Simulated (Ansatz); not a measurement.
**Computed properties of Fe$_{3}$Ge$_{2}$**

Fe3Ge2:
```
Fe3Ge2
1.0
    4.00137     0.00000     0.00000
   -2.00069     3.46529     0.00000
    0.00000     0.00000     4.95292
Fe Ge
3 2
Direct
  0.00000   0.00000   0.74321
  0.00000   0.00000   0.25679
  0.66667   0.33333   0.00000
  0.66667   0.33333   0.50000
  0.33333   0.66667   0.00000
```
The run is spin-polarised; directions of the spins, atom by atom: ↑ ↑ ↑ 0 0.

Space group P-6m2 (No. 187); conventional cell a = 4.001 Å, b = 4.001 Å, c = 4.953 Å, α = 90.00°, β = 90.00°, γ = 120.00°.

Method: r²SCAN in the plane-wave PAW code Ansatz. The cell and atoms are relaxed at this level. Other levels are named where they apply.

### Cell and energy

```
Quantity                                                       Value
-----------------------------------------------------  -------------
Volume per atom                                             13.74 Å³
Density                                                   7.56 g/cm³
Formation energy from the elements (no fitted shifts)  0.033 eV/atom
```

### Electronic structure

```
Property                                                                    Result
------------------------------------  --------------------------------------------
Electronic character                                             metallic (no gap)
Density of states at the Fermi level  0.47 states/eV per atom (mean over ±0.08 eV)
```

### Magnetism

```
Property                   Value
--------------  ----------------
Magnetic order     ferromagnetic
Net moment      1.39 μB per atom
```

### Mechanics

```
Property                             Result
----------------------------------  -------
Bulk modulus (Birch–Murnaghan fit)  134 GPa
Pressure derivative B′                  4.1
```

### Charges

```
Quantity                                       Result
-------------  --------------------------------------
Bader charges  Fe -0.07 to +0.31, Ge -0.31 to -0.23 e
```

The workflow started from a Materials Project entry (that database holds measured and hypothetical structures alike); the Crystallography Open Database copy checked does not list it. Whether it is the stable phase at ambient conditions was not checked. Symmetry was held in the r²SCAN relaxation; its stability against distortions is not shown here. Spin order of the final state: ferromagnetic, the only order run, not a proven ground state. Other orbital occupations within this spin state were not tried. For itinerant 3d metals, meta-GGAs of the SCAN family and hybrids are commonly reported to give too large moments. Point labels and valley counts follow the cell and symmetry of the run, lower than the named group. The references are the lowest solids computed at this level, not always the standard phases. Scalar-relativistic: spin–orbit coupling is off unless named, which matters more the heavier the elements.

Potentials: the later of the program's two PAW sets.
